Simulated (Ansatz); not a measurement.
# Mg₃CdO₄: input, output and frames of a trajectory

All numbers below come from DFT PBEsol, scalar-relativistic, plane waves, PAW (Ansatz). Settings: plane waves to 420 eV, k-mesh 2×2×2 (shifted by 0.5, 0.5, 0.5 steps), Fermi–Dirac smearing 0.1 eV. The mesh is coarse. No spin polarisation.

16 atoms, starting at 1.04 times the perfect crystal's volume (space group Pm-3m, the cell as given, not relaxed at this level); Nosé–Hoover thermostat at 1200 K, fixed cell; 78 steps of 1 fs. The run is short and not equilibrated.

Self-consistency was reached.

The run took 2.5 min on 4 threads of Arm Neoverse N1, with other jobs on the host, peak memory 0.67 GiB.

Command:
```bash
ansatz run input.yaml --threads 4 --pin off --max-ram 5120MiB --backend cpu --events-out ev --progress --plain --runs-dir out
```

Input:
```yaml
crystal:
  lattice:
    - [-4.5051561446, 4.5051561446, 0.0]
    - [0.0, 4.5051561446, -4.5051561446]
    - [-4.5051561446, 0.0, -4.5051561446]
  atoms:
    - { symbol: Mg, position: [0.0, 0.5, 0.0] }
    - { symbol: Mg, position: [0.5, 0.0, 0.5] }
    - { symbol: Mg, position: [0.5, 0.5, 0.0] }
    - { symbol: Mg, position: [0.0, 0.0, 0.5] }
    - { symbol: Mg, position: [0.5, 0.0, 0.0] }
    - { symbol: Mg, position: [0.0, 0.5, 0.5] }
    - { symbol: Cd, position: [0.5, 0.5, 0.5] }
    - { symbol: Cd, position: [0.0, 0.0, 0.0] }
    - { symbol: O, position: [0.25, 0.75, 0.25] }
    - { symbol: O, position: [0.75, 0.25, 0.75] }
    - { symbol: O, position: [0.75, 0.75, 0.75] }
    - { symbol: O, position: [0.25, 0.25, 0.25] }
    - { symbol: O, position: [0.75, 0.25, 0.25] }
    - { symbol: O, position: [0.25, 0.75, 0.75] }
    - { symbol: O, position: [0.75, 0.75, 0.25] }
    - { symbol: O, position: [0.25, 0.25, 0.75] }
basis:
  ecutwfc: 420
kpoints:
  mp_grid: { grid: [2, 2, 2], shift: [0.5, 0.5, 0.5] }
hamiltonian:
  xc: pbesol
scf:
  occupations: { method: fermi_dirac, width: 0.1034 }
  lower_state_search: "off"
  convergence: { dr2_threshold: 1.0e-07 }
output:
  forces: true
  stress: true
md:
  timestep: 1.0
  n_steps: 78
  ensemble: nvt_nose_hoover
  temperature: 1200.0
  initial_velocities: maxwell_boltzmann
  seed: 16562
```

Output (its end):
```
...
SCF converged after 6 iterations
Free energy (F): -32340.595237 eV
Harris-Foulkes:  -32340.595237 eV  (|F-HF|=9.86e-9)
Internal energy: -32340.595199 eV  (E = F + TS)
E sigma→0 (E₀):  -32340.595218 eV
Entropy (-TS):   -0.000039 eV (-0.002 meV/atom)
Fermi energy:    9.991415 eV
--- Per-component energies (eV) ---
  E_band       = -2692.173005
  E_kinetic    = 2871.788405
  E_local      = -17133.078973  (includes V_loc(G=0)·N_el)
  E_nonlocal   = 1037.216256
  E_hartree    = 6741.953338
  E_xc         = -1113.130334
  E_vxc        = -1423.167662  (∫ρ·V_xc dr)
  E_paw        = -10935.805033  (= ΣΔE_a)
  E_vpaw       = -1528.862333  (= ΣTr[D̂ρ^β])
  E_aug_tail   = 0.019380  (compensation charges beyond the density's cutoff)
  E_ewald      = -13810.877634
  E_core_change = 1.319396  (= ΣΔE_core)
  E_smearing   = -0.000039  (= −TS)
  E_closure    = 0.000000  (closes the sum)
  Σ components = -32340.595237   (vs F -32340.595237, Δ=0.00e0)
--- Forces (eV/Å), atoms counted from 1 ---
  atom   1  Mg     0.57360096     0.31330921     0.80125879
  atom   2  Mg     0.52973548    -0.01466696     0.33927131
  atom   3  Mg    -0.36939816    -0.17381670     0.43094401
  atom   4  Mg    -0.37686857    -0.59659232     0.38847882
  atom   5  Mg    -0.42695665    -0.14575190     0.21227617
  atom   6  Mg    -0.23640754     0.63069908    -0.14464560
  atom   7  Cd     0.38248741    -1.29361777    -1.00516307
  atom   8  Cd    -1.32922305    -0.79232520     0.55986942
  atom   9  O      0.36971311     0.63945855    -1.13719462
  atom  10  O      0.88884423     0.46929187     0.56652405
  atom  11  O      0.61695940    -1.34512530    -0.63327850
  atom  12  O      0.91911543     0.38313487    -0.35168646
  atom  13  O     -0.60807167     0.37196160    -0.39337998
  atom  14  O      0.05043884     0.37121340     0.76987130
  atom  15  O     -0.32037110     1.13221119    -0.27957085
  atom  16  O     -0.66360367     0.05065446    -0.12359355
  max |Σ_I F_I| component: 3.81e-5 eV/Å
--- Stress (GPa, compression-positive) ---
       -7.853710       0.196641       0.058941
        0.196641      -3.351012       0.860566
        0.058941       0.860566      -3.174107
  P = ⅓ Tr σ = -4.7929 GPa (-47.929 kbar)
--- MD trajectory: 78 steps, t = 0.0 → 78.0 fs ---
  final state: T = 672.9 K   F+E_penalty+E_count = -32340.59523738 eV   E_kin = 1.304680 eV
  conserved energy: peak-to-peak 1.640e-3 eV (1.025e-4 eV/atom) over 78.0 fs
```

Frames along the run (Å, eV/Å; dE is the potential energy from the first frame):

```xyz
16
Lattice="-4.505 4.505 0.000 0.000 4.505 -4.505 -4.505 0.000 -4.505" Properties=species:S:1:pos:R:3:forces:R:3 pbc="T T T" time_fs=0.00 dE_eV=0.0000 T_K=1200
Mg    0.000    2.253   -2.253    0.000    0.000    0.000
Mg   -4.505    2.253   -2.253    0.000    0.000    0.000
Mg   -2.253    4.505   -2.253    0.000    0.000    0.000
Mg   -2.253    0.000   -2.253    0.000    0.000    0.000
Mg   -2.253    2.253    0.000    0.000    0.000    0.000
Mg   -2.253    2.253   -4.505    0.000    0.000    0.000
Cd   -4.505    4.505   -4.505    0.000    0.000    0.000
Cd    0.000    0.000    0.000    0.000    0.000    0.000
O    -2.253    4.505   -4.505    0.000    0.000    0.000
O    -6.758    4.505   -4.505    0.000    0.000    0.000
O    -6.758    6.758   -6.758    0.000    0.000    0.000
O    -2.253    2.253   -2.253    0.000    0.000    0.000
O    -4.505    4.505   -2.253    0.000    0.000    0.000
O    -4.505    4.505   -6.758    0.000    0.000    0.000
O    -4.505    6.758   -4.505    0.000    0.000    0.000
O    -4.505    2.253   -4.505    0.000    0.000    0.000
16
Lattice="-4.505 4.505 0.000 0.000 4.505 -4.505 -4.505 0.000 -4.505" Properties=species:S:1:pos:R:3:forces:R:3 pbc="T T T" time_fs=6.00 dE_eV=0.2536 T_K=1069
Mg    0.017    2.224   -2.290   -0.106   -0.001    0.097
Mg   -4.493    2.243   -2.211   -0.402   -0.032   -0.112
Mg   -2.271    4.423   -2.276    0.210    0.557    0.067
Mg   -2.324   -0.007   -2.196    0.331    0.034   -0.086
Mg   -2.237    2.295    0.024    0.140   -0.213    0.076
Mg   -2.299    2.272   -4.497    0.257   -0.229   -0.208
Cd   -4.512    4.507   -4.494   -0.335    0.116    0.131
Cd    0.035    0.012   -0.010   -0.676    0.025    0.194
O    -2.262    4.462   -4.535    0.204    0.210   -0.109
O    -6.804    4.582   -4.591    0.500   -0.594    0.450
O    -6.748    6.681   -6.764   -0.029    0.686   -0.346
O    -2.202    2.270   -2.308   -0.620   -0.241    0.472
O    -4.485    4.558   -2.276   -0.181   -0.406    0.117
O    -4.556    4.454   -6.696    0.512    0.198   -0.656
O    -4.555    6.781   -4.487    0.472   -0.083   -0.280
O    -4.483    2.256   -4.505   -0.279   -0.027    0.194
16
Lattice="-4.505 4.505 0.000 0.000 4.505 -4.505 -4.505 0.000 -4.505" Properties=species:S:1:pos:R:3:forces:R:3 pbc="T T T" time_fs=12.00 dE_eV=0.8461 T_K=765
Mg    0.033    2.195   -2.325   -0.200    0.092    0.206
Mg   -4.487    2.233   -2.171   -0.742   -0.052   -0.218
Mg   -2.286    4.348   -2.299    0.393    1.143    0.084
Mg   -2.390   -0.014   -2.140    0.571    0.053   -0.205
Mg   -2.220    2.334    0.048    0.277   -0.372    0.133
Mg   -2.343    2.288   -4.491    0.524   -0.426   -0.383
Cd   -4.521    4.509   -4.481   -0.573    0.209    0.215
Cd    0.067    0.024   -0.018   -1.343   -0.020    0.318
O    -2.268    4.424   -4.568    0.297    0.376   -0.052
O    -6.839    4.646   -4.668    1.023   -1.049    0.724
O    -6.739    6.620   -6.777   -0.054    1.202   -0.588
O    -2.165    2.283   -2.354   -1.093   -0.540    0.835
O    -4.469    4.602   -2.296   -0.272   -0.780    0.234
O    -4.597    4.407   -6.649    0.913    0.357   -1.106
O    -4.594    6.803   -4.475    0.818   -0.161   -0.527
O    -4.467    2.259   -4.500   -0.539   -0.032    0.331
16
Lattice="-4.505 4.505 0.000 0.000 4.505 -4.505 -4.505 0.000 -4.505" Properties=species:S:1:pos:R:3:forces:R:3 pbc="T T T" time_fs=18.00 dE_eV=1.4060 T_K=479
Mg    0.046    2.168   -2.358   -0.299    0.262    0.290
Mg   -4.491    2.222   -2.135   -0.920   -0.039   -0.328
Mg   -2.296    4.290   -2.321    0.513    1.606    0.094
Mg   -2.448   -0.020   -2.087    0.726    0.087   -0.483
Mg   -2.199    2.369    0.075    0.361   -0.470    0.093
Mg   -2.378    2.298   -4.491    0.743   -0.577   -0.448
Cd   -4.531    4.512   -4.469   -0.679    0.253    0.164
Cd    0.096    0.037   -0.026   -1.813   -0.108    0.398
O    -2.267    4.393   -4.601    0.284    0.451    0.235
O    -6.852    4.688   -4.729    1.355   -1.287    0.827
O    -6.732    6.583   -6.803   -0.091    1.479   -0.642
O    -2.151    2.283   -2.381   -1.314   -0.799    1.008
O    -4.458    4.629   -2.311   -0.268   -1.047    0.348
O    -4.617    4.367   -6.625    1.117    0.456   -1.270
O    -4.617    6.821   -4.474    0.984   -0.240   -0.664
O    -4.463    2.262   -4.489   -0.699   -0.027    0.376
16
Lattice="-4.505 4.505 0.000 0.000 4.505 -4.505 -4.505 0.000 -4.505" Properties=species:S:1:pos:R:3:forces:R:3 pbc="T T T" time_fs=24.00 dE_eV=1.6308 T_K=366
Mg    0.054    2.144   -2.387   -0.400    0.424    0.318
Mg   -4.508    2.210   -2.102   -0.875    0.019   -0.466
Mg   -2.298    4.254   -2.341    0.554    1.743    0.112
Mg   -2.497   -0.025   -2.041    0.825    0.172   -0.907
Mg   -2.173    2.396    0.102    0.353   -0.501   -0.116
Mg   -2.404    2.300   -4.497    0.848   -0.656   -0.365
Cd   -4.543    4.515   -4.456   -0.639    0.236   -0.038
Cd    0.119    0.049   -0.033   -1.928   -0.194    0.423
O    -2.261    4.372   -4.629    0.207    0.393    0.718
O    -6.836    4.702   -4.773    1.292   -1.297    0.801
O    -6.726    6.579   -6.843   -0.160    1.489   -0.427
O    -2.165    2.267   -2.388   -1.260   -0.859    0.960
O    -4.453    4.634   -2.319   -0.179   -1.106    0.456
O    -4.614    4.337   -6.628    1.077    0.487   -1.165
O    -4.618    6.834   -4.487    0.958   -0.319   -0.618
O    -4.473    2.264   -4.469   -0.674   -0.031    0.313
16
Lattice="-4.505 4.505 0.000 0.000 4.505 -4.505 -4.505 0.000 -4.505" Properties=species:S:1:pos:R:3:forces:R:3 pbc="T T T" time_fs=30.00 dE_eV=1.5030 T_K=437
Mg    0.057    2.126   -2.411   -0.473    0.493    0.289
Mg   -4.537    2.199   -2.077   -0.605    0.124   -0.658
Mg   -2.293    4.242   -2.360    0.510    1.465    0.123
Mg   -2.533   -0.028   -2.008    0.937    0.303   -1.246
Mg   -2.142    2.417    0.128    0.223   -0.473   -0.538
Mg   -2.417    2.292   -4.508    0.807   -0.634   -0.158
Cd   -4.557    4.519   -4.442   -0.411    0.168   -0.298
Cd    0.137    0.060   -0.039   -1.720   -0.271    0.389
O    -2.249    4.360   -4.641    0.088    0.221    1.156
O    -6.793    4.689   -4.800    0.808   -1.097    0.684
O    -6.724    6.606   -6.891   -0.265    1.247    0.106
O    -2.206    2.232   -2.373   -0.965   -0.648    0.723
O    -4.452    4.616   -2.317   -0.036   -0.898    0.524
O    -4.588    4.317   -6.656    0.770    0.442   -0.883
O    -4.598    6.840   -4.514    0.758   -0.389   -0.362
O    -4.498    2.265   -4.443   -0.426   -0.051    0.150
16
Lattice="-4.505 4.505 0.000 0.000 4.505 -4.505 -4.505 0.000 -4.505" Properties=species:S:1:pos:R:3:forces:R:3 pbc="T T T" time_fs=36.00 dE_eV=1.2693 T_K=566
Mg    0.053    2.115   -2.432   -0.465    0.476    0.225
Mg   -4.575    2.190   -2.061   -0.179    0.258   -0.890
Mg   -2.281    4.251   -2.377    0.375    0.921    0.118
Mg   -2.557   -0.026   -1.992    1.132    0.413   -1.187
Mg   -2.107    2.431    0.146   -0.055   -0.419   -1.109
Mg   -2.419    2.276   -4.522    0.653   -0.497    0.096
Cd   -4.572    4.524   -4.430    0.068    0.073   -0.478
Cd    0.149    0.071   -0.043   -1.383   -0.374    0.319
O    -2.236    4.352   -4.629   -0.083    0.011    1.234
O    -6.732    4.652   -4.812    0.048   -0.731    0.472
O    -6.727    6.661   -6.937   -0.379    0.825    0.876
O    -2.268    2.184   -2.343   -0.484   -0.284    0.367
O    -4.451    4.578   -2.304    0.108   -0.484    0.495
O    -4.546    4.307   -6.704    0.213    0.326   -0.525
O    -4.563    6.837   -4.548    0.432   -0.436    0.061
O    -4.532    2.265   -4.413   -0.002   -0.078   -0.074
16
Lattice="-4.505 4.505 0.000 0.000 4.505 -4.505 -4.505 0.000 -4.505" Properties=species:S:1:pos:R:3:forces:R:3 pbc="T T T" time_fs=42.00 dE_eV=1.1856 T_K=622
Mg    0.043    2.111   -2.449   -0.337    0.449    0.162
Mg   -4.616    2.184   -2.057    0.288    0.391   -1.070
Mg   -2.263    4.274   -2.392    0.177    0.367    0.115
Mg   -2.564   -0.018   -1.993    1.344    0.406   -0.733
Mg   -2.073    2.439    0.149   -0.496   -0.407   -1.512
Mg   -2.412    2.253   -4.534    0.446   -0.261    0.303
Cd   -4.587    4.529   -4.419    0.804   -0.022   -0.498
Cd    0.157    0.080   -0.046   -1.089   -0.524    0.243
O    -2.225    4.344   -4.590   -0.280   -0.147    0.916
O    -6.670    4.598   -4.814   -0.806   -0.287    0.172
O    -6.739    6.734   -6.965   -0.432    0.350    1.509
O    -2.341    2.128   -2.305    0.109    0.062   -0.014
O    -4.449    4.529   -2.280    0.195   -0.009    0.329
O    -4.498    4.304   -6.763   -0.464    0.173   -0.138
O    -4.517    6.825   -4.581    0.054   -0.450    0.507
O    -4.566    2.263   -4.385    0.486   -0.093   -0.289
16
Lattice="-4.505 4.505 0.000 0.000 4.505 -4.505 -4.505 0.000 -4.505" Properties=species:S:1:pos:R:3:forces:R:3 pbc="T T T" time_fs=48.00 dE_eV=1.2832 T_K=588
Mg    0.028    2.113   -2.465   -0.095    0.468    0.131
Mg   -4.653    2.183   -2.068    0.690    0.495   -1.060
Mg   -2.242    4.302   -2.406   -0.023   -0.043    0.164
Mg   -2.552   -0.004   -2.004    1.328    0.204   -0.194
Mg   -2.046    2.442    0.131   -1.037   -0.474   -1.382
Mg   -2.399    2.225   -4.542    0.231    0.028    0.391
Cd   -4.600    4.534   -4.410    1.594   -0.105   -0.407
Cd    0.162    0.088   -0.049   -0.903   -0.702    0.173
O    -2.219    4.333   -4.531   -0.414   -0.203    0.415
O    -6.625    4.538   -4.812   -1.491    0.134   -0.141
O    -6.760    6.815   -6.961   -0.326   -0.099    1.552
O    -2.413    2.073   -2.267    0.714    0.345   -0.330
O    -4.442    4.479   -2.249    0.183    0.399    0.040
O    -4.460    4.304   -6.827   -1.004    0.047    0.291
O    -4.470    6.804   -4.604   -0.309   -0.427    0.783
O    -4.590    2.260   -4.362    0.861   -0.067   -0.426
16
Lattice="-4.505 4.505 0.000 0.000 4.505 -4.505 -4.505 0.000 -4.505" Properties=species:S:1:pos:R:3:forces:R:3 pbc="T T T" time_fs=54.00 dE_eV=1.4396 T_K=524
Mg    0.011    2.122   -2.478    0.202    0.532    0.158
Mg   -4.682    2.190   -2.095    0.965    0.539   -0.816
Mg   -2.221    4.330   -2.418   -0.172   -0.288    0.335
Mg   -2.522    0.012   -2.018    0.943   -0.184    0.192
Mg   -2.033    2.437    0.093   -1.441   -0.566   -0.869
Mg   -2.381    2.197   -4.545    0.028    0.312    0.350
Cd   -4.609    4.539   -4.401    2.023   -0.214   -0.347
Cd    0.164    0.094   -0.051   -0.825   -0.869    0.113
O    -2.222    4.318   -4.463   -0.424   -0.149   -0.144
O    -6.610    4.480   -4.814   -1.639    0.478   -0.328
O    -6.788    6.896   -6.924   -0.049   -0.550    1.085
O    -2.470    2.025   -2.235    1.223    0.603   -0.524
O    -4.431    4.437   -2.216    0.065    0.668   -0.300
O    -4.443    4.306   -6.884   -1.202    0.000    0.762
O    -4.429    6.772   -4.610   -0.600   -0.345    0.792
O    -4.596    2.255   -4.348    0.905    0.033   -0.459
16
Lattice="-4.505 4.505 0.000 0.000 4.505 -4.505 -4.505 0.000 -4.505" Properties=species:S:1:pos:R:3:forces:R:3 pbc="T T T" time_fs=60.00 dE_eV=1.5604 T_K=478
Mg   -0.003    2.139   -2.490    0.469    0.595    0.254
Mg   -4.696    2.205   -2.134    1.084    0.501   -0.448
Mg   -2.202    4.354   -2.425   -0.251   -0.398    0.635
Mg   -2.478    0.026   -2.030    0.372   -0.604    0.393
Mg   -2.041    2.425    0.041   -1.478   -0.617   -0.402
Mg   -2.364    2.174   -4.543   -0.145    0.544    0.220
Cd   -4.611    4.543   -4.394    1.871   -0.424   -0.412
Cd    0.163    0.098   -0.053   -0.849   -0.984    0.092
O    -2.235    4.299   -4.397   -0.319   -0.014   -0.739
O    -6.630    4.431   -4.822   -1.121    0.727   -0.300
O    -6.818    6.965   -6.863    0.284   -1.000    0.533
O    -2.501    1.989   -2.213    1.529    0.816   -0.583
O    -4.419    4.409   -2.190   -0.132    0.780   -0.593
O    -4.451    4.308   -6.926   -1.101    0.040    1.174
O    -4.399    6.733   -4.600   -0.763   -0.151    0.595
O    -4.584    2.250   -4.344    0.551    0.190   -0.419
16
Lattice="-4.505 4.505 0.000 0.000 4.505 -4.505 -4.505 0.000 -4.505" Properties=species:S:1:pos:R:3:forces:R:3 pbc="T T T" time_fs=66.00 dE_eV=1.5960 T_K=478
Mg   -0.011    2.165   -2.498    0.636    0.602    0.419
Mg   -4.696    2.226   -2.179    1.041    0.382   -0.096
Mg   -2.187    4.374   -2.423   -0.273   -0.403    0.903
Mg   -2.427    0.032   -2.036   -0.100   -0.837    0.470
Mg   -2.069    2.403   -0.017   -1.204   -0.572   -0.132
Mg   -2.347    2.158   -4.538   -0.262    0.691    0.060
Cd   -4.607    4.546   -4.387    1.372   -0.754   -0.578
Cd    0.160    0.098   -0.055   -0.975   -1.014    0.166
O    -2.254    4.280   -4.345   -0.137    0.168   -1.238
O    -6.675    4.396   -4.836   -0.268    0.825   -0.089
O    -6.842    7.015   -6.788    0.539   -1.353    0.085
O    -2.501    1.970   -2.204    1.572    0.873   -0.533
O    -4.409    4.397   -2.175   -0.352    0.749   -0.741
O    -4.483    4.311   -6.943   -0.841    0.138    1.348
O    -4.386    6.690   -4.576   -0.759    0.205    0.300
O    -4.559    2.250   -4.349    0.011    0.300   -0.345
16
Lattice="-4.505 4.505 0.000 0.000 4.505 -4.505 -4.505 0.000 -4.505" Properties=species:S:1:pos:R:3:forces:R:3 pbc="T T T" time_fs=72.00 dE_eV=1.5026 T_K=547
Mg   -0.010    2.199   -2.500    0.669    0.511    0.622
Mg   -4.681    2.254   -2.228    0.849    0.202    0.168
Mg   -2.175    4.388   -2.409   -0.293   -0.324    0.854
Mg   -2.376    0.026   -2.036   -0.345   -0.796    0.469
Mg   -2.115    2.373   -0.079   -0.817   -0.402    0.028
Mg   -2.335    2.151   -4.531   -0.296    0.726   -0.078
Cd   -4.600    4.546   -4.383    0.837   -1.106   -0.784
Cd    0.153    0.095   -0.056   -1.169   -0.944    0.349
O    -2.277    4.264   -4.319    0.100    0.391   -1.389
O    -6.726    4.379   -4.853    0.486    0.724    0.223
O    -6.855    7.036   -6.711    0.650   -1.491   -0.284
O    -2.466    1.970   -2.207    1.355    0.701   -0.434
O    -4.407    4.401   -2.177   -0.530    0.603   -0.676
O    -4.534    4.317   -6.932   -0.464    0.260    1.189
O    -4.389    6.651   -4.546   -0.592    0.688   -0.013
O    -4.533    2.256   -4.362   -0.438    0.257   -0.245
16
Lattice="-4.505 4.505 0.000 0.000 4.505 -4.505 -4.505 0.000 -4.505" Properties=species:S:1:pos:R:3:forces:R:3 pbc="T T T" time_fs=78.00 dE_eV=1.3105 T_K=673
Mg    0.001    2.242   -2.493    0.574    0.313    0.801
Mg   -4.653    2.286   -2.274    0.530   -0.015    0.339
Mg   -2.167    4.398   -2.382   -0.369   -0.174    0.431
Mg   -2.329    0.008   -2.029   -0.377   -0.597    0.388
Mg   -2.175    2.336   -0.141   -0.427   -0.146    0.212
Mg   -2.326    2.154   -4.526   -0.236    0.631   -0.145
Cd   -4.589    4.543   -4.380    0.382   -1.294   -1.005
Cd    0.143    0.090   -0.056   -1.329   -0.792    0.560
O    -2.298    4.256   -4.322    0.370    0.639   -1.137
O    -6.768    4.377   -4.865    0.889    0.469    0.567
O    -6.854    7.025   -6.637    0.617   -1.345   -0.633
O    -2.401    1.984   -2.219    0.919    0.383   -0.352
O    -4.417    4.418   -2.193   -0.608    0.372   -0.393
O    -4.597    4.328   -6.895    0.050    0.371    0.770
O    -4.405    6.626   -4.515   -0.320    1.132   -0.280
O    -4.516    2.268   -4.380   -0.664    0.051   -0.124
```